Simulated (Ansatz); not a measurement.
CuCl (zinc blende, F-43m), PBE in the plane-wave PAW code Ansatz. The conduction-band minimum lies at Γ, with 1 equivalent valley. Second derivatives d²E/dk² of the lowest band at one valley (eV·Å²), along Cartesian directions:

```tsv
direction	d²E/dk²
[100]	34.98
[010]	34.98
[001]	34.98
[110]	34.98
[101]	34.98
[011]	34.98
```

Task: Find the principal effective masses, the density-of-states mass and the conductivity mass.

Result: Off-diagonal terms follow from H_xy = H[110] − (H_xx + H_yy)/2, and m*/mₑ = 7.620 eV·Å² over each eigenvalue: 0.22, 0.22, 0.22. One valley's DOS mass (m₁m₂m₃)^(1/3) = 0.22, conductivity mass 3/(Σ 1/mᵢ) = 0.22 mₑ.

Task: What effective density of states Nc follows at 300 K for parabolic valleys?

Result: Nc = 2.509e19 × 1 × (0.22)^(3/2) ≈ 2.6e18 cm⁻³.

Task: With the computed static dielectric constant 9.35 (mean of the diagonal), estimate a hydrogenic donor's binding energy and radius.

Result: E = 13.606 eV × 0.22/9.35² ≈ 34 meV; a = 0.529 Å × ε/m* ≈ 22 Å. Semilocal masses tend to be too small where the gap is.

Task: With ε∞ = 5.27 and ω_LO = 175 cm⁻¹, what Fröhlich coupling constant follows?

Result: α = (1/ε∞ − 1/ε0) √(m* × 13.606 eV/ħω_LO) = 0.97.

Symmetry was held in the PBE relaxation; phonons on a q-mesh show no instability. No spin polarisation was allowed.

Potentials: the later of the program's two PAW sets.
